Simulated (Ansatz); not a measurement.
MgTe:
```
CELL_PARAMETERS angstrom
      0.00000     3.25450     3.25450
      3.25450     0.00000     3.25450
      3.25450     3.25450     0.00000
ATOMIC_POSITIONS crystal
  Te 0.75000 0.75000 0.75000
  Mg 0.00000 0.00000 0.00000
```

x, y and z are the axes in which the lattice vectors are written.

### Question
Give the high-frequency dielectric tensor and the Born effective charge tensors of the independent atoms from DFPT, the program Ansatz at the PBE level (PAW).

### Answer

ε∞:
```
5.51  0.00  0.00
0.00  5.51  0.00
0.00  0.00  5.51
```
Z* of atom 1 (Te), rows: field, columns: displacement, in e:
```
-1.94   0.00   0.00
 0.00  -1.94   0.00
 0.00   0.00  -1.94
```
Z* of atom 2 (Mg), rows: field, columns: displacement, in e:
```
1.94  0.00  0.00
0.00  1.94  0.00
0.00  0.00  1.94
```

Static charges for comparison (Bader): Te1 -1.54, Mg2 +1.54 e. Born charges measure polarisation by displacement and can exceed these by far.

Space group F-43m (zinc blende). Symmetry was held in the PBE relaxation. Spin–orbit coupling is left out wherever it is not named.

Potentials: the later of the program's two PAW sets.
